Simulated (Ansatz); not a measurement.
Relaxed-ion elastic tensor of Sb (diamond, Fd-3m) in GPa (Voigt order), plane-wave PAW PBEsol (Ansatz code); density 4.98 g/cm³, 40.60 Å³ per atom.

```csv
,1,2,3,4,5,6
1,27.8,38.1,38.1,0.0,0.0,0.0
2,38.1,27.8,38.1,0.0,0.0,0.0
3,38.1,38.1,27.8,0.0,0.0,0.0
4,0.0,0.0,0.0,-20.5,0.0,0.0
5,0.0,0.0,0.0,0.0,-20.5,0.0
6,0.0,0.0,0.0,0.0,0.0,-20.5
```

**Question.** Is the crystal mechanically stable?

**Answer.** No: the smallest eigenvalue of C is -20.5 GPa.

The start of the workflow was typed in or built on a structure type; neither database checked (COD, Materials Project) lists it. It is not the phase usual at ambient conditions (space group No. 166). The PBEsol relaxation kept the symmetry of its start. At this level the phase is mechanically unstable. As this level gives no gap, shear constants depend on the k-mesh and smearing (Fermi–Dirac, 0.1 eV here). Scalar-relativistic: spin–orbit coupling is off unless named, which matters more the heavier the elements.

Potentials: the earlier of the program's two PAW sets. The files were generated under PBE; for other functionals the program regenerates the frozen cores, and for LDA and PBEsol the local potential too.
